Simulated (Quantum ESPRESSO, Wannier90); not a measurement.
Au (bcc (W type), model phase): Wannier90 run

Materials Project entry mp-2647062; symmetrised, unrelaxed at this level. This isn't the element's usual structure (fcc); take it as a model of another phase. Method: PBEsol plane waves in Quantum ESPRESSO 7.5 (PseudoDojo norm-conserving files, 61 Ry, no spin polarisation, no spin-orbit coupling), Bloch states on a 10×10×10 mesh through Γ, Wannier90 4.0.1. Density: 18×18×18 mesh, cold smearing 0.01 Ry. Spin-orbit coupling is left out although heavy elements are present.

Input w.win:

```
num_bands = 17
num_wann = 9
exclude_bands = 1-4
num_iter = 0
conv_tol = 1.0e-6
conv_window = 4
dis_num_iter = 1000
dis_conv_tol = 1.0e-6
dis_froz_max = 20.24
write_hr = true
write_u_matrices = true
begin projections
Au: s;p;d
end projections
begin unit_cell_cart
ang
   -1.6572700000    1.6572700000    1.6572700000
    1.6572700000   -1.6572700000    1.6572700000
    1.6572700000    1.6572700000   -1.6572700000
end unit_cell_cart
begin atoms_frac
Au   0.0000000000  0.0000000000  0.0000000000
end atoms_frac
mp_grid = 10 10 10
begin kpoints
0.0000000000 0.0000000000 0.0000000000
0.0000000000 0.0000000000 0.1000000000
0.0000000000 0.0000000000 0.2000000000
... (997 more lines: the 10x10x10 mesh through Gamma)
end kpoints
```

On the energy scale of pw.x, whose zero is arbitrary, the Fermi level lies at 18.74 eV. Lines of w_hr.dat (R1 R2 R3 m n Re Im, eV) for R = 0 and one of the shortest lattice vectors, rounded to 0.01 eV, lines under 0.02 eV left out; orbitals in order: Au1 s, Au1 pz, Au1 px, Au1 py, Au1 dz2, Au1 dxz, Au1 dyz, Au1 dx2-y2, Au1 dxy.

```
    0    0    0    1    1    20.84     0.00
    0    0    0    2    2    29.67     0.00
    0    0    0    3    3    29.66     0.00
    0    0    0    4    4    29.67     0.00
    0    0    0    5    5    15.11     0.00
    0    0    0    6    6    15.07     0.00
    0    0    0    7    7    15.07     0.00
    0    0    0    8    8    15.11     0.00
    0    0    0    9    9    15.07     0.00
   -1   -1   -1    1    1    -0.96     0.00
   -1   -1   -1    2    1     1.13     0.00
   -1   -1   -1    3    1     1.13     0.00
   -1   -1   -1    4    1     1.12     0.00
   -1   -1   -1    6    1    -0.40     0.00
   -1   -1   -1    7    1    -0.40     0.00
   -1   -1   -1    9    1    -0.40     0.00
   -1   -1   -1    1    2    -1.12     0.00
   -1   -1   -1    2    2     0.76     0.00
   -1   -1   -1    3    2     1.17     0.00
   -1   -1   -1    4    2     1.17     0.00
   -1   -1   -1    5    2     0.20     0.00
   -1   -1   -1    6    2    -0.27     0.00
   -1   -1   -1    7    2    -0.27     0.00
   -1   -1   -1    9    2    -0.40     0.00
   -1   -1   -1    1    3    -1.13     0.00
   -1   -1   -1    2    3     1.17     0.00
   -1   -1   -1    3    3     0.76     0.00
   -1   -1   -1    4    3     1.17     0.00
   -1   -1   -1    5    3    -0.10     0.00
   -1   -1   -1    6    3    -0.27     0.00
   -1   -1   -1    7    3    -0.40     0.00
   -1   -1   -1    8    3     0.17     0.00
   -1   -1   -1    9    3    -0.27     0.00
   -1   -1   -1    1    4    -1.13     0.00
   -1   -1   -1    2    4     1.17     0.00
   -1   -1   -1    3    4     1.17     0.00
   -1   -1   -1    4    4     0.76     0.00
   -1   -1   -1    5    4    -0.10     0.00
   -1   -1   -1    6    4    -0.40     0.00
   -1   -1   -1    7    4    -0.27     0.00
   -1   -1   -1    8    4    -0.17     0.00
   -1   -1   -1    9    4    -0.27     0.00
   -1   -1   -1    2    5    -0.20     0.00
   -1   -1   -1    3    5     0.10     0.00
   -1   -1   -1    4    5     0.10     0.00
   -1   -1   -1    5    5     0.23     0.00
   -1   -1   -1    6    5     0.08     0.00
   -1   -1   -1    7    5     0.08     0.00
   -1   -1   -1    9    5    -0.17     0.00
   -1   -1   -1    1    6    -0.40     0.00
   -1   -1   -1    2    6     0.27     0.00
   -1   -1   -1    3    6     0.27     0.00
   -1   -1   -1    4    6     0.40     0.00
   -1   -1   -1    5    6     0.08     0.00
   -1   -1   -1    6    6    -0.17     0.00
   -1   -1   -1    7    6    -0.25     0.00
   -1   -1   -1    8    6     0.15     0.00
   -1   -1   -1    9    6    -0.25     0.00
   -1   -1   -1    1    7    -0.40     0.00
   -1   -1   -1    2    7     0.27     0.00
   -1   -1   -1    3    7     0.40     0.00
   -1   -1   -1    4    7     0.27     0.00
   -1   -1   -1    5    7     0.08     0.00
   -1   -1   -1    6    7    -0.25     0.00
   -1   -1   -1    7    7    -0.17     0.00
   -1   -1   -1    8    7    -0.15     0.00
   -1   -1   -1    9    7    -0.25     0.00
   -1   -1   -1    3    8    -0.17     0.00
   -1   -1   -1    4    8     0.17     0.00
   -1   -1   -1    6    8     0.15     0.00
   -1   -1   -1    7    8    -0.15     0.00
   -1   -1   -1    8    8     0.23     0.00
   -1   -1   -1    1    9    -0.40     0.00
   -1   -1   -1    2    9     0.40     0.00
   -1   -1   -1    3    9     0.27     0.00
   -1   -1   -1    4    9     0.27     0.00
   -1   -1   -1    5    9    -0.17     0.00
   -1   -1   -1    6    9    -0.25     0.00
   -1   -1   -1    7    9    -0.25     0.00
   -1   -1   -1    9    9    -0.17     0.00
```
